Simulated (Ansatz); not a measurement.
ScNiN₂:
Space group R-3m, hexagonal axes (No. 166); a = b = 3.330 Å, c = 16.762 Å, α = β = 90.00°, γ = 120.00°

```csv
atom,site,symmetry,x,y,z
Sc,3b,-3m,0.0000,0.0000,0.5000
Ni,3a,-3m,0.0000,0.0000,0.0000
N,6c,3m,0.0000,0.0000,0.1030
```
(The calculation used a cell of 4 atoms; values per cell refer to that cell.)
The run is spin-polarised, in the one order tried: ferromagnetic.

Relaxed at zero pressure with plane-wave PAW PBE (Ansatz code).

Question: The volume is lowered by 6 % and shape and atoms relax at that volume. What pressure results, and how do the axes share the change?

Answer: 8.0 GPa; a -3.0 %, b -3.0 %, c -0.1 %; the energy rises by 19 meV/atom.

Question: Give the new structure.

Answer: 
Space group R-3m, hexagonal axes (No. 166); a = 3.2304 Å, b = 3.2304 Å, c = 16.7436 Å, α = 90.00°, β = 90.00°, γ = 120.00°

```csv
atom,site,symmetry,x,y,z
Sc,3b,-3m,0.0000,0.0000,0.5000
Ni,3a,-3m,0.0000,0.0000,0.0000
N,6c,3m,0.0000,0.0000,0.1022
```

The phase is kept; no other phase was compared at this pressure.

The start of the workflow was typed in or built on a structure type; neither database checked (COD, Materials Project) lists it. Whether it is the stable phase at ambient conditions was not checked. The cell was relaxed with PBE under the symmetry of its start; its stability against distortions is not shown here. Spin order of the final state: ferromagnetic, the only order run, not a proven ground state. No Hubbard U is applied.

Potentials: the later of the program's two PAW sets.
